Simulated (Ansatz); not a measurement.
Input:

ScAl2:
```cif
data_Al2Sc
_chemical_formula_sum 'Sc1 Al2'
_space_group_name_H-M_alt 'P 1'
_space_group_IT_number 1
_cell_length_a 5.98736
_cell_length_b 5.98736
_cell_length_c 5.98736
_cell_angle_alpha 149.818
_cell_angle_beta 149.818
_cell_angle_gamma 43.208
loop_
_space_group_symop_operation_xyz
  'x, y, z'
loop_
_atom_site_label
_atom_site_type_symbol
_atom_site_fract_x
_atom_site_fract_y
_atom_site_fract_z
_atom_site_occupancy
Sc1 Sc 0.00000 0.00000 0.00000 1
Al1 Al 0.32400 0.32400 0.00000 1
Al2 Al 0.67600 0.67600 0.00000 1
```

This is the PBEsol-relaxed structure.

Question: All from PBEsol (plane waves, PAW; program Ansatz), unless another level is named. Estimate the bulk modulus (Birch–Murnaghan fit).

Answer: 78.7 GPa.

Question: What about the highest zone-centre frequency?

Answer: 288 cm⁻¹.

Space group I4/mmm (MoSi2 or CaC2 type). The cell is a constructed one: a structure type filled with these elements; neither database checked (COD, Materials Project) lists it. Whether it is the stable phase at ambient conditions was not checked. The cell was relaxed with PBEsol under the symmetry of its start; whether a distortion lowers the energy is not shown. The run is not spin-polarised. As this level gives no gap, phonon frequencies hold no LO–TO term and depend on the k-mesh and smearing (Fermi–Dirac, 0.1 eV here).

Potentials: the earlier of the program's two PAW sets. The files were generated under PBE; for other functionals the program regenerates the frozen cores, and for LDA and PBEsol the local potential too.
